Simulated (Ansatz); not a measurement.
Theory: DFT PBE, scalar-relativistic, plane waves, PAW (Ansatz). Settings: cutoff 420 eV, Γ-centred meshes spaced at most about 0.3 Å⁻¹, and about 0.25 Å⁻¹ or finer for metals (2π included), Gaussian smearing. No spin polarisation in the final relaxations.

These are static total energies at zero pressure. All come from trial cells, and lower structures may exist.

Question: Order these relaxed structures of BeRhS3 by energy, lowest first, with the energy over the lowest of them.
A.

```cif
data_structure
_symmetry_space_group_name_H-M 'Pm-3m'
_symmetry_Int_Tables_number 221
_cell_length_a 4.2233
_cell_length_b 4.2233
_cell_length_c 4.2233
_cell_angle_alpha 90.000
_cell_angle_beta 90.000
_cell_angle_gamma 90.000
_cell_volume 75.33
loop_
_atom_site_label
_atom_site_type_symbol
_atom_site_symmetry_multiplicity
_atom_site_Wyckoff_symbol
_atom_site_fract_x
_atom_site_fract_y
_atom_site_fract_z
_atom_site_occupancy
Be1 Be 1 a 0.00000 0.00000 0.00000 1
Rh1 Rh 1 b 0.50000 0.50000 0.50000 1
S1 S 3 d 0.50000 0.00000 0.00000 1
```

B.

```cif
data_structure
_symmetry_space_group_name_H-M 'P6/mmm'
_symmetry_Int_Tables_number 191
_cell_length_a 5.1376
_cell_length_b 5.1376
_cell_length_c 4.2618
_cell_angle_alpha 90.000
_cell_angle_beta 90.000
_cell_angle_gamma 120.000
_cell_volume 97.42
loop_
_atom_site_label
_atom_site_type_symbol
_atom_site_symmetry_multiplicity
_atom_site_Wyckoff_symbol
_atom_site_fract_x
_atom_site_fract_y
_atom_site_fract_z
_atom_site_occupancy
Be1 Be 1 b 0.00000 0.00000 0.50000 1
Rh1 Rh 1 a 0.00000 0.00000 0.00000 1
S1 S 3 f 0.50000 0.00000 0.00000 1
```

C.

```cif
data_structure
_symmetry_space_group_name_H-M 'P4/mmm'
_symmetry_Int_Tables_number 123
_cell_length_a 3.2312
_cell_length_b 3.2312
_cell_length_c 8.7586
_cell_angle_alpha 90.000
_cell_angle_beta 90.000
_cell_angle_gamma 90.000
_cell_volume 91.45
loop_
_atom_site_label
_atom_site_type_symbol
_atom_site_symmetry_multiplicity
_atom_site_Wyckoff_symbol
_atom_site_fract_x
_atom_site_fract_y
_atom_site_fract_z
_atom_site_occupancy
Be1 Be 1 b 0.00000 0.00000 0.50000 1
Rh1 Rh 1 d 0.50000 0.50000 0.50000 1
S1 S 2 h 0.50000 0.50000 0.24219 1
S2 S 1 c 0.50000 0.50000 0.00000 1
```

D.

```cif
data_structure
_symmetry_space_group_name_H-M 'Pm-3m'
_symmetry_Int_Tables_number 221
_cell_length_a 4.6184
_cell_length_b 4.6184
_cell_length_c 4.6184
_cell_angle_alpha 90.000
_cell_angle_beta 90.000
_cell_angle_gamma 90.000
_cell_volume 98.51
loop_
_atom_site_label
_atom_site_type_symbol
_atom_site_symmetry_multiplicity
_atom_site_Wyckoff_symbol
_atom_site_fract_x
_atom_site_fract_y
_atom_site_fract_z
_atom_site_occupancy
Be1 Be 1 a 0.00000 0.00000 0.00000 1
Rh1 Rh 1 b 0.50000 0.50000 0.50000 1
S1 S 3 c 0.00000 0.50000 0.50000 1
```

Answer: C (0 meV/atom), A (158 meV/atom), B (306 meV/atom), D (449 meV/atom). Forms: C P4/mmm; A cubic perovskite type, Pm-3m; B P6/mmm; D cubic perovskite type, Pm-3m. Counting S atoms around Be and Rh (those within 1.25 times the shortest such distance or 1.15 times the sum of covalent radii; the shortest distance is added where it exceeds 1.18 times the sum of covalent radii): C has Be 8 from 3.2 Å, Rh 2; A has Be 6, Rh 12 from 3.0 Å; B has Be 12 from 3.3 Å, Rh 6; D has Be 12 from 3.3 Å, Rh 6. C holds S–S units of three or more atoms (shortest 2.12 Å) (bonds between like non-metal atoms; other contacts aren't counted). Even the lowest lies +0.38 eV/atom against the elements.

In P4/mmm, Pm-3m at 15.1 Å³/atom, P6/mmm, Pm-3m at 19.7 Å³/atom an odd number of electrons in the primitive cell allows no gap without spin; a larger cell or a magnetic state could open one. Cells relaxed within their symmetry can be saddle points. Some candidate types were left out of the draw beforehand, so a known form may be missing.
